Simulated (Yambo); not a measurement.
```
CELL_PARAMETERS angstrom
      3.75403     0.00000     0.00000
      0.00000     3.75403     0.00000
      0.00000     0.00000     8.28600
ATOMIC_POSITIONS crystal
  O  0.00000 0.00000 0.50000
  O  0.50000 0.50000 0.50000
  Br 0.50000 0.00000 0.16741
  Br 0.00000 0.50000 0.83259
  Lu 0.00000 0.50000 0.36536
  Lu 0.50000 0.00000 0.63464
```

Response from Yambo on norm-conserving PBEsol (Quantum ESPRESSO, 100 Ry, without SOC) bands: 4×4×2 mesh, 108 bands, 3 Ry local-field block, 0.2 eV broadening.

**Question.** Give the static electronic dielectric constant without and with local fields along each axis.

**Answer.** 
```tsv
field along	ε(0), independent particles	ε(0), RPA with local fields	refractive index √ε
x	5.44	4.81	2.19
z	4.72	3.86	1.96
```
Electronic (clamped-ion) response only. PBEsol gaps are usually too small, which raises these values. Convergence of the RPA response with its 4×4×2 mesh was not tested. x, y and z are Cartesian axes of the cell as given.

Geometry relaxed with PBE+D3(BJ).
